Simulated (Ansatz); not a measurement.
# Hg$_{4}$Pt (Im-3m): electronic heat capacity and spin susceptibility from the density of states

All numbers below come from DFT PBEsol, scalar-relativistic, plane waves, PAW in Ansatz 0.2.0.

Settings: cutoff 420 eV, Γ-centred mesh 8×8×8 on the computed 5-atom cell, Gaussian smearing of 0.10 eV; no spin polarisation.

Relaxed cell: Im-3m, a = 6.229 Å, b = 6.229 Å, c = 6.229 Å, α = 90.00°, β = 90.00°, γ = 90.00°, 5 atoms in the primitive cell. Whether it is the stable form of this composition wasn't checked.

The density of states at the Fermi level is 1.029 states/eV in the cell of 5 atoms (1 formula unit; both spins, tetrahedra on a 12×12×12 mesh). Averaged over bins of 0.1 eV the density runs from 0.6 to 1.5 states/eV within 0.2 eV of the Fermi level, so the figure hangs on the exact place of that level.

Problem. What Sommerfeld coefficient and Pauli susceptibility does this give?

Solution. Per formula unit N(E_F) = 1.029 states/eV. γ = (π²/3) k_B² N(E_F) N_A = 2.357 mJ/(mol K²) per state/eV, so γ = 2.4 mJ/(mol K²), a mole of formula units. χ_P = μ_B² N(E_F) N_A = 3.23×10⁻⁵ emu/mol per state/eV gives 3.3×10⁻⁵ emu/mol. This is the bare band result: a measured γ of the same phase is as a rule larger by a factor 1 + λ from phonons and spin fluctuations, the spin part of χ is larger by the Stoner factor, and a measured χ also holds orbital and core terms. N(E_F) at one energy is sensitive to the mesh where the density of states has sharp peaks.

Spin-orbit coupling is left out, which matters for the bands of heavy elements.

Cost: 1 run of about 1.1 core-minutes, on Arm Neoverse V2 (shared hosts).